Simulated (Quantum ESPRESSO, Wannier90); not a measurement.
**Sr(ZnAs)$_{2}$ (P-3m1): Wannier90 run**

```
begin unit_cell_cart
ang
    4.2158799224    0.0000000000    0.0000000000
   -2.1079399612    3.6510591121    0.0000000000
    0.0000000000    0.0000000000    7.2709900000
end unit_cell_cart
begin atoms_frac
Sr   0.0000000000  0.0000000000  0.0000000000
Zn  -0.3333333333  0.3333333333  0.3713200000
Zn   0.3333333333 -0.3333333333 -0.3713200000
As  -0.3333333333  0.3333333333 -0.2721000000
As   0.3333333333 -0.3333333333  0.2721000000
end atoms_frac
```

Structure: Materials Project mp-7770, symmetrised, not relaxed again. Not found in the COD (Crystallography Open Database) copy used; not checked further. Level: LDA, no spin polarisation, no spin-orbit coupling; pw.x of Quantum ESPRESSO at 68 Ry with PseudoDojo potentials, 4×4×4 k-points, Wannier90. Density: 12×12×4 mesh, cold smearing 0.01 Ry. Spin-orbit coupling, left out, would split the p-like bands by a few tenths of an eV. The gap is small at this level and was sampled on the meshes and a path alone.

A tight-binding model is made by disentanglement and projection with no localisation steps (num_iter = 0), so the 22 orbitals stay atom-like: hydrogen-like Sr: s;d; Zn: s;p; As: s;p, axes along x, y, z; frozen window up to 1.67 eV relative to the valence-band maximum. It follows pw.x to 28 meV rms for states up to 1.2 eV relative to the valence-band maximum. Matrix elements depend on this choice of orbitals and windows. Bands 25–34 (Zn 3d 96 %) lie between the kept ones and are excluded.

**Question.** What are the on-site energies relative to the valence-band maximum, and how fast do the hoppings decay?

**Answer.** 
```csv
atom,orbitals,energy (eV)
Sr1,s,4.73
Sr1,dz2,4.52
Sr1,dxz dyz,5.22
Sr1,dx2-y2 dxy,4.91
Zn2,s,-0.81
Zn2,pz,4.44
Zn2,px py,4.73
Zn3,s,-0.81
Zn3,pz,4.44
Zn3,px py,4.73
As4,s,-8.61
As4,pz,0.80
As4,px py,1.25
As5,s,-8.61
As5,pz,0.80
As5,px py,1.25
```

```json
[
 {"distance of the centres (Å)": "2–3", "largest modulus (eV)": "2.5"},
 {"distance of the centres (Å)": "3–4", "largest modulus (eV)": "2.3"},
 {"distance of the centres (Å)": "4–5", "largest modulus (eV)": "0.35"},
 {"distance of the centres (Å)": "5–6", "largest modulus (eV)": "0.27"},
 {"distance of the centres (Å)": "6–7", "largest modulus (eV)": "0.23"}
]
```
